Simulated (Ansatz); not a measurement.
WS$_{2}$ (P6_3/mmc), relaxed with LDA (Ansatz, a program for electronic structure, plane waves, PAW): a = b = 3.1271 Å, c = 12.1576 Å, α = β = 90.00°, γ = 120.00°.

```
Quantity                              Value
------------------------------------  -----
gap (eV)                               0.83
ΔH_f (eV/atom)                        -0.95
K_Hill (GPa)                           61.8
G_Hill (GPa)                           47.9
ε∞                                     11.6
ε0                                     11.7
highest Γ mode, no LO–TO term (cm⁻¹)    441
electron conductivity mass (mₑ)        0.47
Θ_D (K)                                 312
```

Problem. The same phase is relaxed and computed with r²SCAN+D4 in the same code. What are the cell and these values now?

Solution. a = b = 3.1720 Å, c = 12.5522 Å, α = β = 90.00°, γ = 120.00°.

gap (eV): 1.18
ΔH_f (eV/atom): -0.92
K_Hill (GPa): 57.8
G_Hill (GPa): 41.3
ε∞: 10.6
ε0: 10.6
highest Γ mode, no LO–TO term (cm⁻¹): 443
electron conductivity mass (mₑ): 0.54
Θ_D (K): 293

Weakly bound layers, chains or molecules computed without a dispersion correction, so cells and soft constants are ill determined: WS2, P6_3/mmc (W on 2c, S on 4f) with LDA. All cells were relaxed under the symmetry of their starts (and spin orders); stability against distortions was not tested throughout. Rows with no word on spin ran without spin polarisation. Spin–orbit coupling is left out wherever it is not named.

Potentials: the earlier of the program's two PAW sets.

Ansatz is a plane-wave DFT program.

Formation energies count from the lowest solids of the elements computed at the same level, not from gases.
